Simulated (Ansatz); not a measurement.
Relax this structure to zero stress and force, keeping its symmetry:

```xyz
16
Lattice="1.9329 -5.1201 0.0000 1.9329 5.1201 0.0000 0.0000 0.0000 10.2366" Properties=species:S:1:pos:R:3 pbc="T T T"
Nb    1.9329   -3.7717    4.5147
Nb    1.9329   -3.7717    0.6036
Nb    1.9329   -3.0407    7.6775
Nb    1.9329    3.0407    2.5592
Nb    1.9329    3.7717    5.7219
Nb    1.9329    3.7717    9.6330
N     1.9329   -1.9566    9.4814
N     1.9329   -4.6405    6.3504
N     1.9329   -4.6405    9.0045
N     1.9329   -1.9566    5.8735
N     1.9329   -2.7141    2.5592
N     1.9329    4.6405    3.8862
N     1.9329    1.9566    0.7552
N     1.9329    1.9566    4.3631
N     1.9329    2.7141    7.6775
N     1.9329    4.6405    1.2321
```

Theory: DFT PBEsol, scalar-relativistic, plane waves, PAW (Ansatz 0.2.0).

Settings: cutoff 420 eV, Γ-centred mesh 8×8×4 on the computed 16-atom cell, Gaussian smearing of 0.02 eV; no spin polarisation.

What does it relax to?

The volume stays the same within 0.01 Å³/atom to 12.66 Å³/atom, and the energy changes by under 0.1 meV/atom. Final structure:
```xyz
16
Lattice="1.9334 -5.1180 0.0000 1.9334 5.1180 0.0000 0.0000 0.0000 10.2360" Properties=species:S:1:pos:R:3 pbc="T T T"
Nb    1.9334   -3.7692    4.5162
Nb    1.9334   -3.7692    0.6018
Nb    1.9334   -3.0393    7.6770
Nb    1.9334    3.0393    2.5590
Nb    1.9334    3.7692    5.7198
Nb    1.9334    3.7692    9.6342
N     1.9334   -1.9561    9.4813
N     1.9334   -4.6385    6.3508
N     1.9334   -4.6385    9.0032
N     1.9334   -1.9561    5.8726
N     1.9334   -2.7133    2.5590
N     1.9334    4.6385    3.8852
N     1.9334    1.9561    0.7546
N     1.9334    1.9561    4.3633
N     1.9334    2.7133    7.6770
N     1.9334    4.6385    1.2328
```

Cost: 1 run of about 2.2 core-minutes, on AMD EPYC 9R45 (Zen 5) (shared hosts).